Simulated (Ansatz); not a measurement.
Relaxed candidate structures of GaSb:

A. P6₃/mmc (No. 194), hP4, NiAs type; a = b = 3.9708 Å, c = 6.9844 Å, α = β = 90.00°, γ = 120.00°; Ga 2a (0.000, 0.000, 0.000); Sb 2d (0.667, 0.333, 0.250)

B. P6₃mc (No. 186), hP12, AFLOW prototype AB_hP12_186_a2b_a2b (B6, as in SiC); a = b = 4.331 Å, c = 21.290 Å, α = β = 90.00°, γ = 120.00°; Ga 2a (0.000, 0.000, 0.000); Ga 2b (0.333, 0.667, 0.333); Ga 2b (0.667, 0.333, 0.166); Sb 2a (0.000, 0.000, 0.375); Sb 2b (0.333, 0.667, 0.208); Sb 2b (0.667, 0.333, 0.042)

C. P4₂/mmc (No. 131), tP4; a = b = 4.000 Å, c = 7.448 Å, α = β = γ = 90.00°; Ga 2c (0.000, 0.500, 0.000); Sb 2e (0.000, 0.000, 0.250)

D. P4/mmm (No. 123), tP2; a = b = 4.0408 Å, c = 2.9747 Å, α = β = γ = 90.00°; Ga 1d (0.500, 0.500, 0.500); Sb 1b (0.000, 0.000, 0.500)

E. P6₂22 (No. 180), hP6; a = 4.364 Å, b = 4.364 Å, c = 9.510 Å, α = 90.00°, β = 90.00°, γ = 120.00°; Ga 3c (0.500, 0.000, 0.000); Sb 3d (0.500, 0.000, 0.500)

Problem. Put the candidates in order of energy per atom, lowest first, for r2SCAN (plane waves to 500 eV, PAW, scalar-relativistic; Ansatz, an electronic-structure program).

Solution. B (reference), E (+0.17 eV/atom), A (+0.32 eV/atom), D (+0.36 eV/atom), C (+0.56 eV/atom)

Problem. Which candidates are metallic at this level, and what gaps do the others have?

Solution. No gap: A, C, D, E. B: 0.41 eV (no spin-orbit coupling).

The lowest structure calculated, F-43m, cF8, zinc blende type, is not among these; it lies under 0.01 eV/atom below the lowest of them. 1 run with a doubtful electronic state, a coarser numerical grid, an end not at rest or a source that can't be used is left out. 1 generated cell of layers, chains or molecules, poorly bound without dispersion, is left out. Each run could gain symmetry but not lose that of its start, so entries can be saddle points. All of these are generated cells (placed on structure types, drawn at random, substituted or restacked) that were not matched to a known phase here. Static energies at zero pressure. Each cell has its own k-point mesh; energy differences are given only to the digits this allows. No spin polarisation in the result. Without spin-orbit coupling the bands of the heavy element are not split, so the gap can be far off. Gaps of cells over 8 atoms come from the SCF mesh and high-symmetry points alone.
